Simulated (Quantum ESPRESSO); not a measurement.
# Electric field gradients in Ba₃SrTe₄ (changed cell)

```
CELL_PARAMETERS angstrom
      7.00413     0.00000     0.00000
      0.00000     7.00413     0.00000
      0.00000     0.00000     7.00413
ATOMIC_POSITIONS crystal
  Sr 0.00000 0.00000 0.00000
  Te 0.50000 0.00000 0.00000
  Ba 0.00000 0.50000 0.50000
  Te 0.50000 0.50000 0.50000
  Ba 0.50000 0.00000 0.50000
  Te 0.00000 0.00000 0.50000
  Ba 0.50000 0.50000 0.00000
  Te 0.00000 0.50000 0.00000
```
The cell was made here from a computed Materials Project entry: one of 4 Ba replaced by Sr, cell and atoms relaxed (PBE without dispersion, pw.x of a modified build of Quantum ESPRESSO, symmetry kept). The parent is BaTe in Fm-3m; whether this form has been observed was not checked. The swapped cell is a model, not a known phase. Stability against distortions was not tested.

Computed: field gradients by the PAW reconstruction of the field gradient on a scalar-relativistic PBE ground state (Quantum ESPRESSO, JTH datasets), 20 Ha, k-mesh 3×3×3 through Γ.

```csv
site,site symmetry,Vzz (a.u.),η_Q,∣C_Q∣ (MHz)
Sr (atom 1),m-3m,0,–,0 (⁸⁷Sr)
"Te1 (atoms 2, 6, 8)",4/mmm,0.770,0.00,–
"Ba (atoms 3, 5, 7)",4/mmm,under 0.02,–,under 1.2 (¹³⁷Ba)
Te2 (atom 4),m-3m,0,–,–
```

Quadrupole moments taken as inputs (sizes, barn, from the tables of PySCF and pymatgen): ⁸⁷Sr 0.305, ¹³⁷Ba 0.245.

Principal values are ordered |Vxx| ≤ |Vyy| ≤ |Vzz|, η = (Vxx − Vyy)/Vzz, and C_Q = eQVzz/h is given by its size. Cores are frozen. Te had no test against all-electron runs. Spin–orbit coupling is left out, a limit on Te.
